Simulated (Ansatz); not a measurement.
Bi2Te3:
```yaml
crystal:
  lattice:
    - [4.31114, 0.00000, 0.00000]
    - [-2.15557, 3.73355, 0.00000]
    - [0.00000, 0.00000, 41.00000]
  atoms:
    - { symbol: Te, position: [0.00000, 0.00000, 0.50000] }
    - { symbol: Bi, position: [0.66667, 0.33333, 0.45076] }
    - { symbol: Te, position: [0.66667, 0.33333, 0.59087] }
    - { symbol: Bi, position: [0.33333, 0.66667, 0.54924] }
    - { symbol: Te, position: [0.33333, 0.66667, 0.40913] }
```
Free-standing layer in the xy plane with vacuum along z and no interaction between images.

Relaxed with LDA.

All from LDA (plane waves, PAW; program Ansatz), unless another level is named. Give the hole effective mass, in the valley off the standard path, at k = (-0.078, 0.214, 0.000).

0.46 along x, 0.71 along y (mₑ).

Give the electron affinity (Kohn–Sham).

4.62 eV.

Next, the ionisation potential (Kohn–Sham)?

5.56 eV.

Space group P-3m1 (quintuple layer). A layer that has been made, often on a substrate. Symmetry was held in the LDA relaxation; whether a distortion lowers the energy is not shown. Scalar-relativistic: spin–orbit coupling is off unless named, which matters more the heavier the elements.

Potentials: the later of the program's two PAW sets.

Edges and masses are those of Kohn–Sham bands, whose gap is no quasiparticle gap.
